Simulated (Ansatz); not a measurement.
Band table of K (diamond type)

```xyz
2
Lattice="0.0000 4.5665 4.5665 4.5665 0.0000 4.5665 4.5665 4.5665 0.0000" Properties=species:S:1:pos:R:3 pbc="T T T"
K    -1.1416   -1.1416   -1.1416
K     1.1416    1.1416    1.1416
```

The cell comes from a relaxation on PAW files under the same functional, begun from a prototype that needn't be the stable phase.

All numbers are LDA results (scalar-relativistic) from Ansatz 0.2.0, with a Γ-centred 9×9×9 k mesh, Fermi–Dirac smearing of 0.08 eV, no spin polarisation. Methods: PAW: frozen-core files, cutoff 420 eV.

This run: the series' base cell.

The PAW files were made under PBE.

Path points, in fractions of the reciprocal vectors: Γ (0.000, 0.000, 0.000), X (0.500, 0.000, 0.500), U (0.625, 0.250, 0.625), K (0.375, 0.375, 0.750), L (0.500, 0.500, 0.500), W (0.500, 0.250, 0.750). The distance column jumps between branches of the path. Levels in eV from the Fermi level; bands 3 to 11, counted from the lowest band of the run. The gap is zero, the pressure 0.01 GPa.

```
# k(1/Å) point b3 b4 b5 b6 b7 b8 b9 b10 b11
0.000 Γ -16.02 -16.02 -16.02 -15.92 -15.92 -15.92 -1.87 2.42 2.42
0.086 - -16.02 -16.02 -16.02 -15.92 -15.92 -15.92 -1.84 2.34 2.36
0.172 - -16.02 -16.02 -16.01 -15.92 -15.92 -15.92 -1.74 2.16 2.25
0.258 - -16.02 -16.02 -16.01 -15.93 -15.91 -15.91 -1.59 1.95 2.13
0.344 - -16.03 -16.03 -16.00 -15.93 -15.91 -15.91 -1.37 1.75 1.89
0.430 - -16.03 -16.03 -16.00 -15.94 -15.90 -15.90 -1.10 1.43 1.59
0.516 - -16.03 -16.03 -15.99 -15.95 -15.90 -15.90 -0.77 0.96 1.47
0.602 - -16.04 -16.04 -15.98 -15.96 -15.90 -15.90 -0.40 0.48 1.40
0.688 X -16.04 -16.04 -15.97 -15.97 -15.90 -15.90 0.02 0.02 1.40
0.718 - -16.04 -16.04 -15.97 -15.97 -15.90 -15.90 0.02 0.03 1.34
0.749 - -16.04 -16.04 -15.97 -15.97 -15.90 -15.90 0.03 0.04 1.22
0.779 - -16.04 -16.04 -15.97 -15.97 -15.90 -15.90 0.04 0.05 1.08
0.810 - -16.04 -16.04 -15.97 -15.97 -15.90 -15.90 0.05 0.08 0.94
0.840 - -16.04 -16.04 -15.97 -15.96 -15.90 -15.90 0.06 0.11 0.80
0.870 - -16.04 -16.04 -15.98 -15.96 -15.90 -15.90 0.07 0.15 0.67
0.901 - -16.04 -16.03 -15.98 -15.96 -15.90 -15.90 0.06 0.19 0.57
0.931 U -16.04 -16.03 -15.98 -15.96 -15.90 -15.90 0.01 0.24 0.50
1.352 K -16.04 -16.03 -15.98 -15.96 -15.90 -15.90 0.01 0.24 0.50
1.444 - -16.04 -16.03 -15.99 -15.95 -15.90 -15.90 -0.30 0.44 0.55
1.535 - -16.04 -16.03 -16.00 -15.94 -15.91 -15.90 -0.67 0.68 0.76
1.626 - -16.03 -16.03 -16.00 -15.93 -15.91 -15.90 -1.02 0.97 1.04
1.717 - -16.03 -16.02 -16.01 -15.93 -15.91 -15.91 -1.32 1.29 1.36
1.809 - -16.02 -16.02 -16.01 -15.92 -15.92 -15.91 -1.55 1.64 1.72
1.900 - -16.02 -16.02 -16.01 -15.92 -15.92 -15.92 -1.73 1.98 2.07
1.991 - -16.02 -16.02 -16.02 -15.92 -15.92 -15.92 -1.83 2.28 2.33
2.082 Γ -16.02 -16.02 -16.02 -15.92 -15.92 -15.92 -1.87 2.42 2.42
2.157 - -16.02 -16.02 -16.02 -15.92 -15.92 -15.92 -1.84 2.30 2.40
2.231 - -16.02 -16.02 -16.02 -15.92 -15.92 -15.92 -1.77 1.99 2.36
2.306 - -16.02 -16.02 -16.02 -15.92 -15.92 -15.92 -1.66 1.61 2.30
2.380 - -16.02 -16.02 -16.01 -15.92 -15.91 -15.91 -1.50 1.20 2.25
2.455 - -16.02 -16.02 -16.01 -15.92 -15.91 -15.91 -1.30 0.79 2.21
2.529 - -16.03 -16.03 -16.01 -15.92 -15.91 -15.91 -1.07 0.40 2.18
2.604 - -16.03 -16.03 -16.01 -15.92 -15.91 -15.91 -0.82 0.06 2.16
2.678 L -16.03 -16.03 -16.01 -15.92 -15.91 -15.91 -0.67 -0.12 2.15
2.739 - -16.03 -16.03 -16.01 -15.93 -15.91 -15.91 -0.66 -0.11 2.08
2.800 - -16.03 -16.03 -16.01 -15.93 -15.91 -15.91 -0.61 -0.07 1.90
2.860 - -16.03 -16.03 -16.00 -15.94 -15.91 -15.90 -0.53 -0.02 1.69
2.921 - -16.04 -16.03 -16.00 -15.94 -15.91 -15.90 -0.42 0.06 1.41
2.982 - -16.04 -16.03 -15.99 -15.95 -15.90 -15.90 -0.28 0.15 1.13
3.043 - -16.04 -16.03 -15.98 -15.96 -15.90 -15.90 -0.12 0.26 0.86
3.104 - -16.04 -16.04 -15.98 -15.96 -15.90 -15.90 0.07 0.35 0.66
3.164 W -16.04 -16.04 -15.97 -15.97 -15.90 -15.90 0.26 0.26 0.67
3.207 - -16.04 -16.04 -15.97 -15.97 -15.90 -15.90 0.24 0.24 0.70
3.250 - -16.04 -16.04 -15.97 -15.97 -15.90 -15.90 0.20 0.20 0.77
3.293 - -16.04 -16.04 -15.97 -15.97 -15.90 -15.90 0.16 0.16 0.87
3.336 - -16.04 -16.04 -15.97 -15.97 -15.90 -15.90 0.11 0.11 0.99
3.379 - -16.04 -16.04 -15.97 -15.97 -15.90 -15.90 0.07 0.07 1.11
3.422 - -16.04 -16.04 -15.97 -15.97 -15.90 -15.90 0.05 0.05 1.24
3.465 - -16.04 -16.04 -15.97 -15.97 -15.90 -15.90 0.03 0.03 1.35
3.508 X -16.04 -16.04 -15.97 -15.97 -15.90 -15.90 0.02 0.02 1.40
```
